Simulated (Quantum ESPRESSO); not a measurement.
One change at a time to Al6HfIn

These are calculations, not measurements. They come from Quantum ESPRESSO 7.5, a public plane-wave density functional program. Each row is one single-point run on a made-up periodic cell of eight metal atoms, with elements, volume, strain and displacements drawn at random and not relaxed, so a cell may be unstable or far from any real phase. There is no spin polarisation or spin-orbit coupling.

Settings: PBE unless stated; PseudoDojo standard norm-conserving files; Fermi-Dirac width 0.25 eV, which means electrons at about 2900 K; cutoff 1034 eV; 6 x 6 x 6 k mesh shifted half a step off Gamma. E is the free energy of the whole cell (internal energy minus TS), so a -TS column is already part of it. Stress is positive in tension, and the pressure P is minus a third of its trace.

Checks: one run of this series was repeated at a higher cutoff and on a denser mesh, which moved values by no more than 0.010 eV, 0.30 GPa and 0.017 eV/Å, and a second program with other atomic files agreed on it to 2 % rms in force and 0.5 GPa in pressure. Known limits: heavy elements are run without spin-orbit coupling, which real alloys of them have; a spin test at this wide smearing found no moment, but such smearing suppresses magnetism that the real alloy may have.

The lattice is hexagonal close-packed, and the cell vectors in Å are (-0.004, -0.069, 4.587); (5.767, 0.040, -0.004); (-2.849, 5.014, -0.073), a volume of 133.15 Å³ in run 1. The elements on sites 1 to 8 are Al Al Hf Al Al Al In Al. Each later run makes one change to run 1 and keeps the rest. E is counted from run 1, and is n/a where other atomic files have another zero of energy.

| run | change | V (Å³) | P (GPa) | -TS (eV) | rms force (eV/Å) | largest change of a force component (eV/Å) | E (eV) |
|---|---|---|---|---|---|---|---|
| 1 | none | 133.15 | 10.48 | -0.729 | 0.588 | 0.000 | 0.000 |
| 2 | sites 3 and 6 exchanged | 133.15 | 10.35 | -0.714 | 0.554 | 0.869 | -0.017 |
| 3 | all lengths scaled by -1.01 % | 129.15 | 14.37 | -0.713 | 0.648 | 0.173 | ? |
| 4 | LDA in place of PBE | 133.15 | 4.62 | -0.734 | 0.507 | 0.297 | n/a |
| 5 | Au on site 6 | 133.15 | 11.92 | -0.690 | 0.597 | 0.508 | n/a |
| 6 | site 3 moved by +0.25 Å along y | 133.15 | 11.40 | -0.746 | 0.884 | 3.048 | 0.333 |

## Worked estimate

Along a uniform scaling dE = -P dV. The mean of the two pressures is 12.425 GPa and the volume changes by -4.00 Å³, with 160.2 GPa to one eV/Å³. The same two rows give -V dP/dV = 128 GPa for this cell with clamped atoms, which is not the bulk modulus of a real alloy.

## Withheld value

Question: what E should run 3 give?

The estimate is 0.310 eV. The calculation gave 0.308 eV.
